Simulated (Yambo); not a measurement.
Optical response of MgS at +2 % isotropic strain

```xyz
2
Lattice="0.0000 2.8827 2.8827 2.8827 0.0000 2.8827 2.8827 2.8827 0.0000" Properties=species:S:1:pos:R:3 pbc="T T T"
Mg     0.0000     0.0000     0.0000
S      1.4414     1.4414     1.4414
```

Yambo, RPA with local fields on PBEsol bands shifted by a G0W0 scissor of 1.84 eV; 12×12×12 mesh, 33 bands, 4 Ry local-field block, 0.2 eV broadening; field along x.

| E (eV) | Im ε | Re ε | Im ε, independent particles |
|---|---|---|---|
| 0.0 | 0.00 | 3.24 | 0.00 |
| 0.4 | 0.00 | 3.25 | 0.01 |
| 0.8 | 0.01 | 3.26 | 0.01 |
| 1.1 | 0.01 | 3.28 | 0.02 |
| 1.5 | 0.02 | 3.32 | 0.03 |
| 1.9 | 0.03 | 3.36 | 0.03 |
| 2.2 | 0.03 | 3.42 | 0.04 |
| 2.6 | 0.04 | 3.49 | 0.06 |
| 3.0 | 0.05 | 3.58 | 0.07 |
| 3.4 | 0.07 | 3.69 | 0.09 |
| 3.8 | 0.09 | 3.84 | 0.11 |
| 4.1 | 0.12 | 4.03 | 0.15 |
| 4.5 | 0.19 | 4.29 | 0.23 |
| 4.9 | 0.38 | 4.63 | 0.44 |
| 5.2 | 0.83 | 4.90 | 0.94 |
| 5.6 | 1.04 | 5.08 | 1.20 |
| 6.0 | 1.55 | 5.27 | 1.82 |
| 6.4 | 1.75 | 5.93 | 2.23 |
| 6.8 | 3.15 | 6.33 | 4.21 |
| 7.1 | 5.22 | 5.97 | 7.10 |
| 7.5 | 6.23 | 4.06 | 8.10 |
| 7.9 | 5.90 | 1.54 | 7.14 |
| 8.2 | 4.15 | 1.09 | 5.57 |
| 8.6 | 3.70 | 1.84 | 6.39 |
| 9.0 | 4.05 | 1.70 | 7.24 |
| 9.4 | 4.44 | 1.37 | 7.44 |
| 9.8 | 3.78 | 0.81 | 6.23 |
| 10.1 | 4.18 | 0.54 | 5.86 |
| 10.5 | 3.51 | -0.20 | 4.13 |
| 10.9 | 3.48 | -0.08 | 3.92 |
| 11.2 | 3.01 | -0.62 | 2.85 |
| 11.6 | 2.68 | -0.64 | 2.43 |
| 12.0 | 2.41 | -0.94 | 1.95 |
| 12.4 | 1.88 | -0.77 | 1.63 |
| 12.8 | 1.72 | -0.61 | 1.47 |
| 13.1 | 1.52 | -0.63 | 1.19 |
| 13.5 | 1.41 | -0.63 | 0.99 |
| 13.9 | 1.07 | -0.52 | 0.80 |
| 14.2 | 1.08 | -0.48 | 0.76 |
| 14.6 | 0.76 | -0.42 | 0.58 |
| 15.0 | 0.72 | -0.15 | 0.65 |
| 15.4 | 0.67 | -0.10 | 0.59 |
| 15.8 | 0.63 | -0.06 | 0.54 |
| 16.1 | 0.53 | 0.01 | 0.48 |
| 16.5 | 0.54 | 0.11 | 0.52 |
| 16.9 | 0.50 | 0.18 | 0.51 |
| 17.2 | 0.53 | 0.20 | 0.49 |
| 17.6 | 0.46 | 0.27 | 0.46 |
| 18.0 | 0.53 | 0.35 | 0.48 |
| 18.4 | 0.58 | 0.30 | 0.38 |
| 18.8 | 0.54 | 0.28 | 0.33 |
| 19.1 | 0.49 | 0.27 | 0.26 |
| 19.5 | 0.43 | 0.25 | 0.21 |
| 19.9 | 0.37 | 0.29 | 0.21 |

Structure narrower than a few tenths of an eV can come from the finite k mesh. Convergence of the RPA response with its 12×12×12 mesh was not tested. The scissor comes from a G0W0 run whose convergence isn't established. No excitonic effects at this level.

Geometry strained from the cell relaxed with PBEsol, atoms relaxed again.

This is not the ordinary phase of the substance; no match was found in the copy of COD used, and its stability was not checked.
